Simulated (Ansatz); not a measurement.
Level of theory: DFT PBE, scalar-relativistic, plane waves, PAW in Ansatz 0.2.0. Settings: cutoff 420 eV, Γ-centred meshes spaced at most about 0.3 Å⁻¹, and about 0.25 Å⁻¹ or finer for metals (2π included), Gaussian smearing. No spin polarisation in the final relaxations.

These are static total energies at zero pressure.

Two forms of In₃GaSbN were relaxed alike.

A.

```cif
data_structure
_symmetry_space_group_name_H-M 'P4/mmm'
_symmetry_Int_Tables_number 123
_cell_length_a 5.9475
_cell_length_b 5.9475
_cell_length_c 4.7469
_cell_angle_alpha 90.000
_cell_angle_beta 90.000
_cell_angle_gamma 90.000
_cell_volume 167.91
loop_
_atom_site_label
_atom_site_type_symbol
_atom_site_symmetry_multiplicity
_atom_site_Wyckoff_symbol
_atom_site_fract_x
_atom_site_fract_y
_atom_site_fract_z
_atom_site_occupancy
In1 In 2 e 0.50000 0.00000 0.50000 1
In2 In 1 a 0.00000 0.00000 0.00000 1
Ga1 Ga 1 b 0.00000 0.00000 0.50000 1
Sb1 Sb 1 d 0.50000 0.50000 0.50000 1
N1 N 1 c 0.50000 0.50000 0.00000 1
```

B.

```cif
data_structure
_symmetry_space_group_name_H-M 'P-6m2'
_symmetry_Int_Tables_number 187
_cell_length_a 4.7123
_cell_length_b 4.7123
_cell_length_c 11.5523
_cell_angle_alpha 90.000
_cell_angle_beta 90.000
_cell_angle_gamma 120.000
_cell_volume 222.16
loop_
_atom_site_label
_atom_site_type_symbol
_atom_site_symmetry_multiplicity
_atom_site_Wyckoff_symbol
_atom_site_fract_x
_atom_site_fract_y
_atom_site_fract_z
_atom_site_occupancy
In1 In 2 i 0.66667 0.33333 0.25555 1
In2 In 1 e 0.66667 0.33333 0.00000 1
Ga1 Ga 1 f 0.66667 0.33333 0.50000 1
Sb1 Sb 1 a 0.00000 0.00000 0.00000 1
N1 N 1 c 0.33333 0.66667 0.00000 1
```

Question: Which form is favoured at zero pressure, and by what margin per atom?

Answer: A is lower, by 283 meV/atom. A has space group P4/mmm (No. 123), 28.0 Å³/atom and no gap on its mesh; B has space group P-6m2 (No. 187), 37.0 Å³/atom and no gap. Counting N or Sb atoms around Ga and In (for each partner element, those within 1.25 times its shortest distance or 1.15 times the sum of covalent radii, where it is the nearest in units of that sum or under 1.3; the shortest distance is added where it is long for a bond; a slash parts the counts of unlike sites), A has In 2/8 from 4.8 Å, Ga 4 from 4.2 Å and B has In 3 from 4.0 Å/3+3, Ga 6 from 6.4 Å. The denser one is the lower, and pressure would at first widen the difference. Even the lower one lies +0.86 eV/atom against the reference forms of the elements (uncorrected), so neither is stable at this level. Both come from invented guesses. A third cell relaxed alike, in P4/mmm, lies 0.39 eV/atom below the lower of the two.

These runs have no spin–orbit coupling, which can matter for Sb. Cells relaxed within their symmetry can be saddle points.
